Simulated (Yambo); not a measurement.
**Optical response of CsNO3**

```xyz
10
Lattice="5.5504 0.0000 0.0000 0.0000 6.1549 0.0000 0.0000 0.0000 5.0793" Properties=species:S:1:pos:R:3 pbc="T T T"
N      0.0000     0.0000     0.0303
N      2.7752     3.0775     5.0491
O      2.7752     4.1699     0.6010
O      2.7752     1.9850     0.6010
O      0.0000     5.0625     4.4784
O      0.0000     1.0924     4.4784
O      2.7752     3.0775     3.7857
O      0.0000     0.0000     1.2937
Cs     2.7752     0.0000     3.0390
Cs     0.0000     3.0775     2.0404
```

Yambo, RPA with local fields on PBEsol bands; 4×4×4 mesh, 133 bands, 3 Ry local-field block, 0.2 eV broadening; field along x.

```tsv
E (eV)	Im ε	Re ε	Im ε, independent particles
0.0	0.00	2.07	0.00
0.6	0.00	2.07	0.00
1.2	0.00	2.08	0.00
1.9	0.01	2.10	0.01
2.5	0.01	2.12	0.01
3.1	0.01	2.15	0.02
3.8	0.03	2.19	0.04
4.4	0.04	2.27	0.05
5.0	0.19	2.34	0.21
5.6	0.20	2.16	0.22
6.2	0.07	2.31	0.08
6.9	0.12	2.47	0.13
7.5	0.18	2.64	0.20
8.1	0.45	2.93	0.47
8.8	1.10	2.93	1.16
9.4	1.40	2.29	1.67
10.0	1.04	2.19	1.26
10.6	0.88	2.15	1.18
11.2	1.12	2.16	1.48
11.9	0.81	2.16	1.26
12.5	0.98	2.57	3.18
13.1	1.62	2.51	4.64
13.8	1.75	1.93	3.16
14.4	1.75	1.86	3.71
15.0	1.97	1.63	3.84
15.6	2.06	1.49	2.74
16.2	2.11	0.92	1.85
16.9	1.82	0.79	1.17
17.5	1.49	0.59	1.05
18.1	1.43	0.53	0.91
18.8	1.30	0.58	0.90
19.4	1.33	0.37	0.88
20.0	1.02	0.36	0.72
```

Structure narrower than a few tenths of an eV can come from the finite k mesh. Convergence of the RPA response with its 4×4×4 mesh was not tested. No excitonic effects at this level.

Geometry of the Materials Project entry, not relaxed at this level.

The structure is a Materials Project entry; no match was found in the copy of COD used, and its stability was not checked.
